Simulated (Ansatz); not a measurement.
In the program Ansatz at the PBE level (PAW), ZrMo in the CsCl type structure (Pm-3m) relaxes to a = 3.341 Å. Against the elements it lies at 0.074 eV/atom, with no fitted shifts.

Electronic character: metallic (no gap). Gap from PBE with spin–orbit coupling: none (metallic).

The bulk modulus is 150 GPa.

The start of the workflow was typed in or built on a structure type; neither database checked (COD, Materials Project) lists it. Its standing as an ambient phase is unchecked. Symmetry was held in the PBE relaxation; whether a distortion lowers the energy is not shown. No spin polarisation was allowed. The references are the lowest solids computed at this level, not always the standard phases. Scalar-relativistic: spin–orbit coupling is off unless named, which matters more the heavier the elements.

Potentials: the earlier of the program's two PAW sets.
